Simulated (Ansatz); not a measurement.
# How far do frozen cores hold at 0.4 of the volume?

Ansatz 0.2.0 under LDA, scalar-relativistic: all-electron LAPW against the default frozen-core PAW files (made under PBE) and norm-conserving files, on the same cells and meshes. Each crystal is compressed to 0.4 of its own relaxed volume, with k spacings near 0.17 Å⁻¹ and smearing of 0.05 to 0.1 eV; spin polarisation is left out. The structure types needn't be the stable ones.

Q: For which of Ru (diamond), Cu (bcc), Pb (bcc), Ti (sc) does the PAW pressure depart most from LAPW, and by how much?

A: Cu (bcc), by -1.97 %. All values:

```tsv
crystal	V (Å³/atom)	P LAPW (GPa)	PAW − LAPW (%)	energy rise, PAW − LAPW (meV/atom)	norm-conserving − LAPW (%)
Ru (diamond)	7.68	1285	-0.98	-77	2.40
Cu (bcc)	4.37	1558	-1.97	-89	0.01
Pb (bcc)	11.53	469.4	0.18	9	0.98
Ti (sc)	6.63	486.4	-0.99	-37	-1.31
```
